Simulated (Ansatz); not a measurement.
## In (dhcp): energy against volume

These are results of Ansatz 0.2.0, DFT, BLYP, plane waves (420 eV) with PAW, scalar-relativistic, not measurements. The PAW files were generated under PBE, with cores re-solved for the functional.

The cell is scaled uniformly from the relaxed one, with fractional coordinates and shape fixed. Energies are extrapolated to zero smearing, pressures are those at the given smearing. Magnetic state: spin not included.

A Birch-Murnaghan fit gives V₀ = 31.10 Å³/atom, B₀ = 23 GPa, B₀′ = 5.3.

**Question.** What are the energy above the minimum and the pressure at 29.917 Å³/atom?

**Answer.** 3.4 meV/atom and 1.03 GPa as computed.

**Question.** What are the energy above the minimum and the pressure at 32.410 Å³/atom?

**Answer.** 3.6 meV/atom and -0.77 GPa as computed.

**Question.** What are the energy above the minimum and the pressure at 34.903 Å³/atom?

**Answer.** 25.7 meV/atom and -1.86 GPa as computed.
